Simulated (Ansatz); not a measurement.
Given:

AgAu3 (Cu3Au type, Pm-3m), a = 4.0728 Å, b = 4.0728 Å, c = 4.0728 Å, α = 90.00°, β = 90.00°, γ = 90.00°.

This is the PBEsol-relaxed structure.

Q: All from PBEsol in the plane-wave PAW code Ansatz, unless another level is named. Predict the formation energy from the elements (no fitted shifts).

A: -0.046 eV/atom.

Q: Predict the density of states at the Fermi level.

A: 0.25 states/eV per atom (mean over ±0.08 eV).

The workflow started from a Materials Project entry (that database holds measured and hypothetical structures alike); the Crystallography Open Database copy checked does not list it. Whether it is the stable phase at ambient conditions was not checked. The cell was relaxed with PBEsol under the symmetry of its start; its stability against distortions is not shown here. No spin polarisation was allowed. The references are the lowest solids computed at this level, not always the standard phases. Scalar-relativistic: spin–orbit coupling is off unless named, which matters more the heavier the elements.

Potentials: the later of the program's two PAW sets.
